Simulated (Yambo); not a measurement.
BSE-type run in Yambo on Se (space group P3_121, No. 152), at zero momentum.

Quantum ESPRESSO step (PBE, PseudoDojo standard norm-conserving files, scalar-relativistic):
```
&CONTROL
  calculation = 'nscf'
  pseudo_dir = './pseudo'
  outdir = './out'
/
&SYSTEM
  ibrav = 0
  nat = 3
  ntyp = 1
  ecutwfc = 86.0
  ecutrho = 344.0
  occupations = 'fixed'
  force_symmorphic = .true.
  nbnd = 60
/
&ELECTRONS
  conv_thr = 3.0000000000000004e-09
  diago_full_acc = .true.
  diago_thr_init = 1e-08
/
ATOMIC_SPECIES
Se 78.9710 Se.upf
CELL_PARAMETERS angstrom
  4.057754676612   0.000000000000   0.000000000000
 -2.028877338306   3.514118632271   0.000000000000
  0.000000000000   0.000000000000   5.134598204000
ATOMIC_POSITIONS crystal
Se   0.248286249600   0.000000000000   0.333333333000
Se  -0.000000000000   0.248286249600   0.666666666333
Se   0.751713750400   0.751713750400   0.000000000000
K_POINTS automatic
6 6 6 0 0 0
```

Yambo input:
```
rim_cut
optics
bse
bss
dipoles
em1s
RandQpts= 1000000
RandGvec= 1 Ry
FFTGvecs= 40 Ry
Chimod= "HARTREE"
BSKmod= "SEX"
BSEmod= "resonant"
BSSmod= "hs"
BSENGexx= 15 Ry
BSENGBlk= 4 Ry
% KfnQP_E
 0.369 | 1.0 | 1.0 |
%
% BSEQptR
 1 | 1 |
%
% BSEBands
 19 | 30 |
%
% BEnRange
 0.0 | 9.6 | eV
%
% BDmRange
 0.15 | 0.15 | eV
%
BEnSteps= 192
% BLongDir
 1.0 | 0.0 | 0.0 |
%
BSHayTrs= -0.02
BSSNEig= 24
WRbsWF
% BndsRnXs
 16 | 56 |
%
NGsBlkXs= 4 Ry
% LongDrXs
 1.0 | 1.0 | 1.0 |
%
```

From the report:

The dimension is k points × valence × conduction bands = 216 × 6 × 6 = 7776.
```
   [SLEPC] Approach                          : Krylov-Schur
   [SLEPC] Number of requested eigenvalues   :  24
   [SLEPC] Number of eigenvalues        [NEV]:  24
    [K] Dimension                                    :   7776
    [K] Bands                                        :  19  30
    [K] Exchange res                                 : yes
    [K] Correlation res                              : yes
    [K] W interaction is bare                        : no
    [K] RL vectors exchange                          :   493
    [K] RL vectors correlation                       :   73
    [W] Matrix size                                  :   73
    [W] Bands                                        :   16   56
    [W] Coulomb Cutoff                               : none
    [W] Hxc Kernel                                   : HARTREE
```

Bands and orbitals come from the standard potentials; the scissor and the G0W0 gaps come from a run at the same geometry on the stringent ones, which hold whole semicore shells in the valence.

Spin-orbit coupling is not included.

Geometry relaxed with PBE+D3(BJ).
